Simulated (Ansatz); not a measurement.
Sb (A7 (α-As type)), relaxed with PBEsol (Ansatz, a program for electronic structure, plane waves, PAW): a = b = 4.3220 Å, c = 11.0638 Å, α = β = 90.00°, γ = 120.00°.

| Item | Value |
|---|---|
| B₀ by P(V) fit (GPa) | 42.1 |
| K_Hill (GPa) | 42.4 |
| G_Hill (GPa) | 25.8 |
| highest Γ mode, no LO–TO term (cm⁻¹) | 137 |
| Θ_D (K) | 208 |

### Question
The same phase is relaxed and computed with r²SCAN in the same code. What are the cell and these values now?

### Answer
a = b = 4.343 Å, c = 11.610 Å, α = β = 90.00°, γ = 120.00°.

- B₀ by P(V) fit (GPa) = 26.6
- K_Hill (GPa) = 32.5
- G_Hill (GPa) = 21.9
- highest Γ mode, no LO–TO term (cm⁻¹) = 156
- Θ_D (K) = 193

All cells were relaxed under the symmetry of their starts (and spin orders); stability against distortions was not tested throughout. Spin–orbit coupling is left out wherever it is not named.

Potentials: the earlier of the program's two PAW sets. The files were generated under PBE; for other functionals the program regenerates the frozen cores, and for LDA and PBEsol the local potential too.

Ansatz is a plane-wave DFT program.
